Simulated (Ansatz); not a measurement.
In3Pd2:
```cif
data_In3Pd2
_chemical_formula_sum 'In3 Pd2'
_space_group_name_H-M_alt 'P-3m1'
_space_group_IT_number 164
_space_group_name_Hall '-P 3 2"'
_cell_length_a 4.55894
_cell_length_b 4.55894
_cell_length_c 5.55251
_cell_angle_alpha 90.000
_cell_angle_beta 90.000
_cell_angle_gamma 120.000
loop_
_atom_site_label
_atom_site_type_symbol
_atom_site_symmetry_multiplicity
_atom_site_Wyckoff_symbol
_atom_site_fract_x
_atom_site_fract_y
_atom_site_fract_z
_atom_site_occupancy
In1 In 1 a 0.00000 0.00000 0.00000 1
In2 In 2 d 0.66667 0.33333 0.35491 1
Pd1 Pd 2 d 0.33333 0.66667 0.14976 1
```

Relaxed with r²SCAN.

Task: Which orbitals make up the states near the Fermi level in r²SCAN (plane waves, PAW; program Ansatz)?

Result: Within 0.5 eV of the Fermi level: In 5p 58 %, Pd 4d 24 %, In 5s 13 %. Projections are on Löwdin-orthogonalised atomic valence shells; empty p or d shells of many metals are not among them.

Task: Tabulate the density of states.

Result: States/eV per cell of 5 atoms, in 0.25 eV bins, energy from the Fermi level.

```tsv
E (eV)	total	Pd 4d	In 5p	In 5s
-7.85	1.01	0.05	0.42	0.49
-7.60	1.11	0.08	0.45	0.53
-7.35	1.05	0.09	0.41	0.50
-7.10	1.26	0.15	0.46	0.61
-6.85	1.73	0.29	0.55	0.83
-6.60	2.16	0.45	0.55	1.08
-6.35	2.07	0.55	0.43	1.03
-6.10	1.88	0.65	0.43	0.75
-5.85	3.50	1.55	0.66	1.21
-5.60	1.90	1.05	0.34	0.48
-5.35	1.27	0.72	0.32	0.21
-5.10	1.16	0.61	0.39	0.12
-4.85	1.19	0.60	0.45	0.09
-4.60	4.28	3.02	1.06	0.11
-4.35	5.99	4.22	1.50	0.13
-4.10	7.98	6.40	1.27	0.17
-3.85	10.37	9.44	0.73	0.07
-3.60	5.95	5.28	0.52	0.09
-3.35	8.01	6.98	0.86	0.08
-3.10	7.02	6.29	0.60	0.07
-2.85	12.79	11.58	0.95	0.14
-2.60	7.13	6.32	0.63	0.10
-2.35	2.17	1.40	0.61	0.11
-2.10	1.95	1.10	0.69	0.09
-1.85	2.42	1.28	0.90	0.15
-1.60	2.60	1.20	1.11	0.19
-1.35	2.33	0.91	1.13	0.19
-1.10	2.38	0.76	1.30	0.22
-0.85	2.31	0.62	1.37	0.22
-0.60	1.72	0.44	1.01	0.18
-0.35	1.42	0.36	0.82	0.16
-0.10	1.37	0.35	0.80	0.16
0.15	1.24	0.30	0.71	0.17
0.40	1.13	0.25	0.64	0.18
0.65	1.09	0.22	0.62	0.21
0.90	1.06	0.19	0.62	0.20
1.15	1.59	0.30	0.85	0.37
1.40	2.20	0.37	1.15	0.57
1.65	1.67	0.24	0.86	0.47
1.90	1.36	0.18	0.66	0.42
2.15	1.82	0.22	0.90	0.56
2.40	2.23	0.23	1.14	0.67
2.65	1.81	0.16	0.95	0.53
2.90	1.69	0.15	0.86	0.51
3.15	1.95	0.15	0.99	0.58
3.40	2.04	0.13	1.03	0.54
3.65	2.11	0.12	1.05	0.46
3.90	2.16	0.11	1.03	0.39
4.15	2.04	0.10	1.02	0.32
4.40	2.10	0.09	1.06	0.29
4.65	2.37	0.09	1.21	0.32
```

The first step of the workflow began from a Materials Project structure, measured or hypothetical; the Crystallography Open Database copy checked does not list it. Whether it is the stable phase at ambient conditions was not checked. Symmetry was held in the r²SCAN relaxation; its stability against distortions is not shown here. The run is not spin-polarised. Spin–orbit coupling is left out wherever it is not named.

Potentials: the earlier of the program's two PAW sets.
